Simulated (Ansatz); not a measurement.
ScGa$_{3}$:
```yaml
crystal:
  lattice:
    - [4.07504, 0.00000, 0.00000]
    - [0.00000, 4.07504, 0.00000]
    - [0.00000, 0.00000, 4.07504]
  atoms:
    - { symbol: Sc, position: [0.00000, 0.00000, 0.00000] }
    - { symbol: Ga, position: [0.50000, 0.50000, 0.00000] }
    - { symbol: Ga, position: [0.00000, 0.50000, 0.50000] }
    - { symbol: Ga, position: [0.50000, 0.00000, 0.50000] }
```

Relaxed with r²SCAN. Special points in fractions of this cell's reciprocal vectors: Γ (0.000, 0.000, 0.000); X (0.000, 0.500, 0.000); M (0.500, 0.500, 0.000); R (0.500, 0.500, 0.500).

Problem. List the band energies nearest the Fermi level at these points for plane-wave PAW r²SCAN (Ansatz code).

Solution. In eV from the Fermi level; about four levels below and three above (degenerate sets whole), none deeper than 8.9 eV; points with the same levels are listed once.

```
k                          below                above
-  -----------------------------  -------------------
Γ  -3.32 -3.32 -2.31 -2.31 -2.31       1.83 1.83 1.83
X        -1.91 -1.91 -1.34 -1.16       1.36 1.36 1.95
M  -6.99 -6.99 -4.80 -0.55 -0.55  1.52 1.95 2.49 2.49
R        -4.90 -3.51 -3.51 -3.51       2.63 2.76 2.76
```

Space group Pm-3m (Cu3Au type). The first step of the workflow began from a Materials Project structure, measured or hypothetical; the Crystallography Open Database files this formula in space group No. 221, but the cells were not matched. Its standing as an ambient phase is unchecked. Symmetry was held in the r²SCAN relaxation; its stability against distortions is not shown here. No spin polarisation was allowed. Spin–orbit coupling is left out wherever it is not named.

Potentials: the later of the program's two PAW sets.
